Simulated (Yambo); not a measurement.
**Optical response of CsSrF₃**

```
CsSrF3
1.0
    4.76325     0.00000     0.00000
    0.00000     4.76325     0.00000
    0.00000     0.00000     4.76325
F Sr Cs
3 1 1
Direct
  0.00000   0.50000   0.50000
  0.50000   0.00000   0.50000
  0.50000   0.50000   0.00000
  0.50000   0.50000   0.50000
  0.00000   0.00000   0.00000
```

Yambo, RPA with local fields on PBEsol bands; 4×4×4 mesh, 166 bands, 3 Ry local-field block, 0.2 eV broadening; field along x.

| E (eV) | Im ε | Re ε | Im ε, independent particles |
|---|---|---|---|
| 0.0 | 0.00 | 2.17 | 0.00 |
| 0.5 | 0.00 | 2.18 | 0.00 |
| 1.0 | 0.00 | 2.18 | 0.00 |
| 1.5 | 0.01 | 2.19 | 0.01 |
| 2.0 | 0.01 | 2.21 | 0.01 |
| 2.5 | 0.01 | 2.23 | 0.01 |
| 3.0 | 0.01 | 2.26 | 0.01 |
| 3.5 | 0.02 | 2.29 | 0.02 |
| 4.0 | 0.02 | 2.33 | 0.02 |
| 4.5 | 0.03 | 2.39 | 0.03 |
| 5.0 | 0.03 | 2.46 | 0.04 |
| 5.5 | 0.05 | 2.56 | 0.05 |
| 6.0 | 0.09 | 2.71 | 0.10 |
| 6.5 | 0.19 | 2.83 | 0.20 |
| 7.0 | 0.39 | 3.07 | 0.41 |
| 7.5 | 0.62 | 3.17 | 0.66 |
| 8.0 | 0.89 | 3.41 | 0.99 |
| 8.5 | 1.81 | 3.31 | 1.99 |
| 9.0 | 2.36 | 2.67 | 2.51 |
| 9.5 | 2.44 | 1.55 | 2.43 |
| 10.0 | 1.19 | 1.23 | 1.22 |
| 10.5 | 1.07 | 1.72 | 1.17 |
| 11.0 | 1.01 | 1.80 | 1.10 |
| 11.5 | 1.11 | 2.07 | 1.43 |
| 12.0 | 1.34 | 2.12 | 1.92 |
| 12.5 | 2.03 | 1.44 | 3.29 |
| 13.0 | 1.26 | 1.60 | 3.12 |
| 13.5 | 1.75 | 1.92 | 3.68 |
| 14.0 | 1.72 | 0.77 | 2.21 |
| 14.5 | 1.21 | 1.04 | 2.38 |
| 15.0 | 1.44 | 1.19 | 2.36 |
| 15.5 | 1.18 | 0.97 | 1.63 |
| 16.0 | 1.14 | 1.09 | 1.62 |
| 16.5 | 1.17 | 1.02 | 1.51 |
| 17.0 | 1.08 | 0.81 | 1.09 |
| 17.5 | 0.91 | 0.92 | 0.96 |
| 18.0 | 0.97 | 1.21 | 0.71 |
| 18.5 | 1.15 | 0.94 | 0.61 |
| 19.0 | 1.22 | 0.75 | 0.68 |
| 19.5 | 0.90 | 0.72 | 0.67 |
| 20.0 | 0.77 | 0.98 | 1.01 |

Peak heights and small wiggles depend on the k mesh. Convergence of the RPA response with its 4×4×4 mesh was not tested. No excitonic effects at this level.

The cell is held in this high symmetry; tilts and polar distortions were not searched.

Geometry of the Materials Project entry, not relaxed at this level.

The structure is a Materials Project entry; no match was found in the copy of COD used, and its stability was not checked.
